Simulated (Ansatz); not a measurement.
Zn (hcp (Mg type), P6_3/mmc), a = 2.5879 Å, b = 2.5879 Å, c = 4.9278 Å, α = 90.00°, β = 90.00°, γ = 120.00°.

Relaxed with DFT-PBEsol in the program Ansatz with PAW potentials. Indices refer to the conventional cell of P6_3/mmc, a = 2.588 Å, b = 2.588 Å, c = 4.928 Å, α = 90.00°, β = 90.00°, γ = 120.00°.

**Question.** Simulate the powder diffraction pattern (Fe Kα, λ = 1.93735 Å; lines above 1 %) up to 2θ = 90°.

**Answer.** Simulated powder pattern, Fe Kα, λ = 1.93735 Å (kinematic, ideal powder, no thermal factors, no anomalous dispersion; the 30 strongest lines at most, above 1 %, up to 2θ = 90°):

| 2θ (°) | d (Å) | I/Imax (%) | hkl |
|---|---|---|---|
| 46.30 | 2.464 | 40 | (0002) |
| 51.22 | 2.241 | 22 | (1 0 -1 0) |
| 56.69 | 2.040 | 100 | (1 0 -1 1) |
| 71.50 | 1.658 | 17 | (1 0 -1 2) |

The cell keeps a stress of up to 0.3 GPa. Symmetry was held in the PBEsol relaxation. Axis ratios of metals converge slowly with the k-mesh, so a and c are less sure than the volume.

Potentials: the later of the program's two PAW sets.
